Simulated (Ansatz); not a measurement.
ReOs in space group P-6m2 (No. 187; Re on 1f, Os on 1a), the program Ansatz at the PBE level (PAW), all energies at zero smearing, with the estimated change up to a 700 eV cutoff added, with one set of potentials and settings (totals compare only within such a set). Cell of 2 atoms (1 Re, 1 Os): -22252.799 eV.

```
element                reference phase  E (eV/atom)
-------  -----------------------------  -----------
Re       P6_3/mmc, 2 atoms in the cell  -10868.0812
Os       P6_3/mmc, 2 atoms in the cell  -11384.5491
```

Formation energy per atom, worked out: (-22252.799 − 1×(-10868.0812) − 1×(-11384.5491))/2 = -0.084 eV/atom (-8 kJ per mol of atoms), at 0 K, without zero-point energy or fitted corrections.

The first step of the workflow began from a Materials Project structure, measured or hypothetical; the Crystallography Open Database copy checked does not list it. With Re and Os taken as one species the cell has the higher symmetry P6_3/mmc, so it may be an ordered model of a mixed-site phase. Its standing as an ambient phase is unchecked. The cell was relaxed with PBE under the symmetry of its start; its stability against distortions is not shown here. No spin polarisation was allowed. The references are the lowest solids computed at this level, not always the standard phases. Spin–orbit coupling is left out wherever it is not named.

Potentials: the later of the program's two PAW sets.
